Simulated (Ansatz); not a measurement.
Rb2LiScF6:
```xyz
10
Lattice="0.0000 4.1535 4.1535 4.1535 0.0000 4.1535 4.1535 4.1535 0.0000" Properties=species:S:1:pos:R:3 pbc="T T T"
Rb     2.0767     2.0767     2.0767
Rb     6.2302     6.2302     6.2302
Li     4.1535     4.1535     4.1535
Sc     0.0000     0.0000     0.0000
F      4.1535     4.1535     2.0252
F      4.1535     4.1535     6.2818
F      2.0252     4.1535     4.1535
F      6.2818     4.1535     4.1535
F      4.1535     2.0252     4.1535
F      4.1535     6.2818     4.1535
```

Relaxed with r²SCAN. Special points in fractions of this cell's reciprocal vectors: Γ (0.000, 0.000, 0.000); X (0.500, 0.000, 0.500); U (0.625, 0.250, 0.625); K (0.375, 0.375, 0.750); L (0.500, 0.500, 0.500); W (0.500, 0.250, 0.750).

Q: List the band energies nearest the valence-band maximum at these points for the program Ansatz at the r²SCAN with spin–orbit coupling level (PAW).

A: In eV from the valence-band maximum; about four levels below and three above (degenerate sets whole), none deeper than 8.9 eV; points with the same levels are listed once.

```csv
k,below,above
Γ,0.00 0.00 0.00 0.00,7.56 7.56 7.56 7.56
X,-0.38 -0.38 -0.03 -0.03,7.63 7.63 7.72 7.72
U,-0.37 -0.37 -0.11 -0.11,7.65 7.65 7.70 7.70
L,-0.23 -0.23 -0.22 -0.22,7.64 7.64 7.64 7.64
W,-0.20 -0.20 -0.19 -0.19,7.67 7.67 7.68 7.68
```

Space group Fm-3m. The workflow started from a Materials Project entry (that database holds measured and hypothetical structures alike); the Crystallography Open Database copy checked does not list it. Whether it is the stable phase at ambient conditions was not checked. Symmetry was held in the r²SCAN relaxation; its stability against distortions is not shown here. The run is not spin-polarised.

Potentials: the later of the program's two PAW sets.
